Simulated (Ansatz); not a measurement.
TePd (NiAs type, P6_3/mmc) under volume change, plane-wave PAW LDA (Ansatz code), shape and atoms relaxed at each volume.

```json
[
 {"V (Å³/atom)": "18.681", "E − E(relaxed) (meV/atom)": "79.0", "P (GPa)": "15.07"},
 {"V (Å³/atom)": "19.297", "E − E(relaxed) (meV/atom)": "32.9", "P (GPa)": "9.11"},
 {"V (Å³/atom)": "19.913", "E − E(relaxed) (meV/atom)": "7.7", "P (GPa)": "4.14"},
 {"V (Å³/atom)": "20.529", "E − E(relaxed) (meV/atom)": "0.0", "P (GPa)": "0.00"},
 {"V (Å³/atom)": "21.145", "E − E(relaxed) (meV/atom)": "6.8", "P (GPa)": "-3.46"},
 {"V (Å³/atom)": "21.761", "E − E(relaxed) (meV/atom)": "25.8", "P (GPa)": "-6.33"},
 {"V (Å³/atom)": "22.377", "E − E(relaxed) (meV/atom)": "54.9", "P (GPa)": "-8.71"}
]
```

Task: What does a third-order Birch–Murnaghan fit give for V₀, B₀ and B′?

Result: V₀ = 20.53 Å³/atom, B₀ = 126 GPa, B′ = 5.1.

The workflow started from a Materials Project entry (that database holds measured and hypothetical structures alike); the Crystallography Open Database files this formula in space group No. 194, but the cells were not matched. Its standing as an ambient phase is unchecked. The LDA relaxation kept the symmetry of its start; whether a distortion lowers the energy is not shown. No spin polarisation was allowed. Scalar-relativistic: spin–orbit coupling is off unless named, which matters more the heavier the elements.

Potentials: the later of the program's two PAW sets.
